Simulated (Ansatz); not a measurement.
GaMoN: reading a single point

```xyz
6
Lattice="3.1542 0.0000 0.0000 0.0000 3.1542 0.0000 0.0000 0.0000 7.9852" Properties=species:S:1:pos:R:3 pbc="T T T"
Mo    0.0000    1.5771    7.1867
Mo    1.5771    0.0000    0.7985
Ga    0.0000    1.5771    2.6751
Ga    1.5771    0.0000    5.3102
N     0.0000    1.5771    4.9269
N     1.5771    0.0000    3.0583
```

The numbers come from plane-wave PAW DFT (Ansatz): PBEsol, spin-orbit coupling, 420 eV, 8×8×4 Γ-centred k points, fermi-dirac occupations (width 0.1 eV). Nothing was relaxed.

The state carries no moments; the state need not be the lowest.

- Charges: Bader charges in e: Ga +1.12, Mo +0.25, N -1.36. In the mean Ga gives up most and N takes most.
- Stress: The pressure is -22.4 GPa (compression positive), so with the atoms held at these fractions the cell would first shrink; the forces are large, so a full relaxation may end otherwise. The principal stresses -35.5, -15.8, -15.8 GPa differ, so its shape would change too.
- Formation energy: 0.36 eV an atom against the elements' usual phases (free molecules for gases, crystals otherwise, with no correction for O₂ or N₂), so at this geometry it isn't bound against them. Relaxing would lower it.
- Electronic structure: It is a metal, with about 4.4 states/eV a cell as the mean within 0.25 eV of the Fermi level, mostly Mo d (72 %) and N p (18 %).
- Forces: The largest is on N5 (and as large on other atoms): 1.41 eV/Å, components (0.00, 0.00, 1.41). It makes 180° with the line to a nearest neighbour, Ga3 at 2.25 Å, pointing away from it.

Origin: a known structure type with other elements, at an estimated volume, so it need not be a known compound. Caveats: atoms or cell far from equilibrium; the SCF threshold is loose for a stress.
